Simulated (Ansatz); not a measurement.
Ta₃Si:
```
CELL_PARAMETERS angstrom
     10.16747     0.00000     0.00000
      0.00000    10.16747     0.00000
      0.00000     0.00000     5.19398
ATOMIC_POSITIONS crystal
  Ta 0.64606 0.51870 0.27430
  Ta 0.98130 0.14606 0.77430
  Ta 0.35394 0.48130 0.27430
  Ta 0.01870 0.85394 0.77430
  Ta 0.85394 0.98130 0.22570
  Ta 0.51870 0.35394 0.72570
  Ta 0.14606 0.01870 0.22570
  Ta 0.48130 0.64606 0.72570
  Ta 0.08587 0.39963 0.03125
  Ta 0.10037 0.58587 0.53125
  Ta 0.91413 0.60037 0.03125
  Ta 0.89963 0.41413 0.53125
  Ta 0.41413 0.10037 0.46875
  Ta 0.39963 0.91413 0.96875
  Ta 0.58587 0.89963 0.46875
  Ta 0.60037 0.08587 0.96875
  Ta 0.81290 0.71364 0.51428
  Ta 0.78636 0.31290 0.01428
  Ta 0.18710 0.28636 0.51428
  Ta 0.21364 0.68710 0.01428
  Ta 0.68710 0.78636 0.98572
  Ta 0.71364 0.18710 0.48572
  Ta 0.31290 0.21364 0.98572
  Ta 0.28636 0.81290 0.48572
  Si 0.79495 0.96951 0.71919
  Si 0.53049 0.29495 0.21919
  Si 0.20505 0.03049 0.71919
  Si 0.46951 0.70505 0.21919
  Si 0.70505 0.53049 0.78081
  Si 0.96951 0.20505 0.28081
  Si 0.29495 0.46951 0.78081
  Si 0.03049 0.79495 0.28081
```

Relaxed with r²SCAN.

Which orbitals make up the states near the Fermi level in DFT-r²SCAN in the program Ansatz with PAW potentials?

Within 0.5 eV of the Fermi level: Ta 5d 86 %. Projections are on Löwdin-orthogonalised atomic valence shells; empty p or d shells of many metals are not among them.

Tabulate the density of states.

States/eV per cell of 32 atoms, in 0.25 eV bins, energy from the Fermi level.

```
E (eV)  total  Ta 5d  Si 3p  Ta 6s
------  -----  -----  -----  -----
-7.85    0.00   0.00   0.00   0.00
-7.60    0.00   0.00   0.00   0.00
-7.35    0.00   0.00   0.00   0.00
-7.10    0.00   0.00   0.00   0.00
-6.85    0.00   0.00   0.00   0.00
-6.60    1.20   0.29   0.44   0.39
-6.35    8.66   2.43   3.05   2.59
-6.10   18.20   5.65   5.63   5.41
-5.85   14.64   4.67   4.86   3.92
-5.60    9.41   3.27   3.23   2.27
-5.35    8.30   3.26   2.82   1.72
-5.10   13.29   5.76   4.24   2.57
-4.85   14.49   6.72   4.36   2.66
-4.60   15.16   7.43   4.63   2.38
-4.35   12.10   6.07   3.83   1.61
-4.10   14.37   7.56   4.55   1.59
-3.85   16.05   8.76   5.13   1.51
-3.60   10.97   6.10   3.45   0.96
-3.35   17.11  10.22   4.74   1.46
-3.10   27.47  17.38   7.30   1.76
-2.85   32.20  21.84   7.38   1.92
-2.60   27.39  19.99   4.91   1.51
-2.35   32.88  26.04   3.88   1.69
-2.10   34.00  27.99   3.00   1.60
-1.85   36.97  31.40   2.40   1.51
-1.60   33.49  28.04   2.00   1.66
-1.35   29.09  24.15   1.62   1.54
-1.10   30.89  25.89   1.67   1.33
-0.85   24.04  19.91   1.55   1.02
-0.60   23.11  19.80   1.05   0.91
-0.35   19.15  16.21   0.74   0.93
-0.10   20.49  17.55   0.70   0.94
0.15    14.51  12.79   0.53   0.43
0.40    13.75  12.10   0.53   0.37
0.65    17.08  15.04   0.66   0.46
0.90    14.94  13.31   0.49   0.36
1.15    20.77  18.52   0.66   0.46
1.40    21.58  19.13   0.71   0.51
1.65    19.60  17.37   0.71   0.43
1.90    19.52  17.20   0.71   0.46
2.15    24.94  22.17   0.79   0.55
2.40    25.75  23.04   0.77   0.49
2.65    24.40  21.64   0.83   0.56
2.90    22.89  20.22   0.81   0.60
3.15    24.89  21.93   0.90   0.71
3.40    23.82  21.01   0.80   0.68
```

Space group P4_2/n. The first step of the workflow began from a Materials Project structure, measured or hypothetical; the Crystallography Open Database copy checked does not list it. Whether it is the stable phase at ambient conditions was not checked. The r²SCAN relaxation kept the symmetry of its start; its stability against distortions is not shown here. No spin polarisation was allowed. Spin–orbit coupling is left out wherever it is not named.

Potentials: the later of the program's two PAW sets.
